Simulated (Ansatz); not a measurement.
Li2Pd in space group P6/mmm (No. 191; Pd on 1a, Li on 2d) at seven volumes, r²SCAN (plane waves, PAW; program Ansatz), shape and atoms relaxed at each. One row is withheld.

| V (Å³/atom) | P (GPa) |
|---|---|
| 12.567 | 5.90 |
| 12.981 | ? |
| 13.396 | 1.67 |
| 13.810 | 0.00 |
| 14.224 | -1.44 |
| 14.639 | -2.67 |
| 15.053 | -3.74 |

Q: Fit the shown pressures and predict the withheld one.

A: P = (3/2)B₀(x^(7/2) − x^(5/2))[1 + (3/4)(B′ − 4)(x − 1)] with x = (V₀/V)^(2/3). Least squares on the six rows gives V₀ = 13.810 Å³/atom, B₀ = 51.6 GPa, B′ = 4.06. At V = 12.981, x = 1.0421 and P = 3.62 GPa. The run itself gave 3.63 GPa.

The workflow started from an entry of the Crystallography Open Database (COD). Its standing as an ambient phase is unchecked. The cell was relaxed with r²SCAN under the symmetry of its start; whether a distortion lowers the energy is not shown. The run is not spin-polarised.

Potentials: the later of the program's two PAW sets.
